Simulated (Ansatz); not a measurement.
Mg3TiB2O8: a run for the field gradients

```yaml
crystal:
  lattice:
    - [3.128602, 0.0, 0.0]
    - [0.0, 9.502219, 0.0]
    - [0.0, 0.0, 9.388496]
  Atoms:
    - { symbol: Mg, position: [0.0, 0.567745, 0.897726] }
    - { symbol: Mg, position: [0.0, 0.432255, 0.397726] }
    - { symbol: Mg, position: [0.5, 0.936055, 0.103249] }
    - { symbol: Mg, position: [0.5, 0.063945, 0.603249] }
    - { symbol: Mg, position: [0.0, 0.818941, 0.371034] }
    - { symbol: Mg, position: [0.0, 0.181059, 0.871034] }
    - { symbol: Ti, position: [0.5, 0.685372, 0.608525] }
    - { symbol: Ti, position: [0.5, 0.314628, 0.108525] }
    - { symbol: B, position: [0.5, 0.37964, 0.669898] }
    - { symbol: B, position: [0.5, 0.62036, 0.169898] }
    - { symbol: B, position: [0.0, 0.118183, 0.329286] }
    - { symbol: B, position: [0.0, 0.881817, 0.829286] }
    - { symbol: O, position: [0.5, 0.50604, 0.7507] }
    - { symbol: O, position: [0.5, 0.49396, 0.2507] }
    - { symbol: O, position: [0.0, 0.996528, 0.248447] }
    - { symbol: O, position: [0.0, 0.003472, 0.748447] }
    - { symbol: O, position: [0.5, 0.389874, 0.525786] }
    - { symbol: O, position: [0.5, 0.610126, 0.025786] }
    - { symbol: O, position: [0.0, 0.114958, 0.47282] }
    - { symbol: O, position: [0.0, 0.885042, 0.97282] }
    - { symbol: O, position: [0.0, 0.630696, 0.503307] }
    - { symbol: O, position: [0.0, 0.369304, 0.003307] }
    - { symbol: O, position: [0.5, 0.85537, 0.522046] }
    - { symbol: O, position: [0.5, 0.14463, 0.022046] }
    - { symbol: O, position: [0.0, 0.74751, 0.757964] }
    - { symbol: O, position: [0.0, 0.25249, 0.257964] }
    - { symbol: O, position: [0.5, 0.749665, 0.239213] }
    - { symbol: O, position: [0.5, 0.250335, 0.739213] }
kpoints:
  mp_grid: { grid: [7, 3, 3] }
scf:
  occupations: { method: fermi_dirac, width: 0.02 }
  max_iter: 100
hamiltonian:
  xc: pbe
  pseudopotentials: { kind: paw }
output:
  forces: true
  stress: true
  populations: true
  efg:
    quadrupole_moments_barn: { Mg: 0.1994, Ti: 0.247, B: 0.04059, O: -0.02558 }
    contact_densities: true
```

```sh
ansatz run input.yaml --threads 1 --pin off --max-ram 2560MiB --backend cpu --events-out ev --progress --plain --runs-dir out
```

Question: Does this calculation finish, and if not, why?

Answer: The program refused the input. The input holds a misspelt key. The program says:

```
Error: YAML parse error: error: line 6 column 3: unknown field `Atoms`, expected one of checkpoint, saddle_side, structure_sha256, lattice, periodic, space_group, setting, atoms, reduce_to_primitive, conventional_axes, supercell, defects, symmetry, host
 --> <input>:6:3
  |
4 |     - [0.0, 9.502219, 0.0]
5 |     - [0.0, 0.0, 9.388496]
6 |   Atoms:
  |   ^ unknown field `Atoms`, expected one of checkpoint, saddle_side, structure_sha256, lattice, periodic, space_group, setting, atoms, reduce_to_primitive, conventional_axes, supercell, defects, symmetry, host
7 |     - { symbol: Mg, position: [0.0, 0.567745, 0.897726] }
8 |     - { symbol: Mg, position: [0.0, 0.432255, 0.397726] }
  |
```

Against a sound input the change was `crystal.atoms`: atoms → Atoms; `scf.max_iter`: not typed → 100.

With the sound settings the run converges and gives V_zz (10²¹ V/m²) Mg1 1.25 (η 0.48), Mg3 0.65 (η 0.96), Mg5 0.76 (η 0.55), Ti 6.33 (η 0.69), B9 2.70 (η 0.25), B11 2.68 (η 0.42), among others; a site carries the number of its first atom in the input.
